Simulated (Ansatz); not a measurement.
Relaxed-ion elastic tensor of BePd (CsCl type, Pm-3m) in GPa (Voigt order), the program Ansatz at the LDA level (PAW); density 8.99 g/cm³, 10.66 Å³ per atom.

```csv
,1,2,3,4,5,6
1,237,191,191,0.0,0.0,0.0
2,191,237,191,0.0,0.0,0.0
3,191,191,237,0.0,0.0,0.0
4,0.0,0.0,0.0,92.3,0.0,0.0
5,0.0,0.0,0.0,0.0,92.3,0.0
6,0.0,0.0,0.0,0.0,0.0,92.3
```

Problem. Is the crystal mechanically stable?

Solution. Yes: the smallest eigenvalue of C is 46.1 GPa.

Problem. Work out the Voigt, Reuss and Hill averages.

Solution. K_V = 206, K_R = 206, K_H = 206; G_V = 64.6, G_R = 41.9, G_H = 53.3 GPa.

Problem. Give Young's modulus, Poisson's ratio, Pugh's ratio and the universal anisotropy index.

Solution. E = 9KG/(3K + G) = 147 GPa; ν = 0.38; K/G = 3.88 (ductile by the Pugh limit of 1.75); A_U = 5G_V/G_R + K_V/K_R − 6 = 2.71.

Problem. Estimate the sound speeds and the Debye temperature.

Solution. v_l = √((K + 4G/3)/ρ) = 5550 m/s, v_t = √(G/ρ) = 2430 m/s, mean 2750 m/s; Θ = (h/k)(3n/4πV)^(1/3) v_m = 372 K.

Problem. Give the Zener ratio and Young's modulus along [100], [110] and [111].

Solution. A = 2C44/(C11 − C12) = 4.00; 1/E = S11 − 2(S11 − S12 − S44/2)Γ with Γ = 0, 1/4, 1/3 gives 66.7, 146, 241 GPa.

Problem. Solve the Christoffel equation for the three sound speeds along [100], [110], [111].

Solution. Eigenvalues of C_ijkl n_j n_l equal ρv². In km/s, slowest first: [100] 3.20, 3.20, 5.14; [110] 1.60, 3.20, 5.84; [111] 2.26, 2.26, 6.05.

The first step of the workflow began from a Materials Project structure, measured or hypothetical; the Crystallography Open Database files this formula in space group No. 221, but the cells were not matched. Whether it is the stable phase at ambient conditions was not checked. Symmetry was held in the LDA relaxation; of distortions, only those at the zone centre were tested. No spin polarisation was allowed. As this level gives no gap, shear constants depend on the k-mesh and smearing (Fermi–Dirac, 0.1 eV here).

Potentials: the later of the program's two PAW sets.
